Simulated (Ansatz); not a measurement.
## What DFT gives for YP$_{2}$Au

```xyz
8
Lattice="2.6743 2.7032 0.0000 2.6743 -2.7032 0.0000 0.0000 0.0000 -9.8011" Properties=species:S:1:pos:R:3 pbc="T T T"
P     1.3372    0.0000    0.0000
P     4.0115    0.0000    0.0000
Au    1.3372    0.0000   -4.9006
Au    4.0115    0.0000   -4.9006
Y     2.6743   -1.3516   -7.5061
Y     2.6743    1.3516   -2.2950
P     2.6743   -1.3516   -3.3461
P     2.6743    1.3516   -6.4550
```

Method: r2SCAN, no spin polarisation; PAW, plane waves to 500 eV, 9×9×4 Γ-centred mesh, gaussian occupations (width 0.271 eV) (Ansatz 0.2.0), atoms fixed.

**Stress.** The pressure is 13.1 GPa (compression positive), so with the atoms held at these fractions the cell would first expand; the forces are large, so a full relaxation may end otherwise. The principal stresses 11.7, 13.0, 14.7 GPa differ, so its shape would change too.
**Charges.** Bader charges in e: Y +1.78, P -0.79 to -0.70, Au -0.29. In the mean Y gives up most and P takes most.
**Electronic structure.** It is a metal, with about 1.2 states/eV a cell as the mean within 0.25 eV of the Fermi level, mostly P p (60 %) and Y d (21 %).
**Forces.** The largest is on P7 (and as large on other atoms): 3.01 eV/Å, components (0.00, 0.00, 3.01). It makes 129° with the line to a nearest neighbour, Au3 at 2.46 Å.

Origin: a known structure type with other elements, at an estimated volume, so it need not be a known compound. Caveats: atoms or cell far from equilibrium; wide smearing.
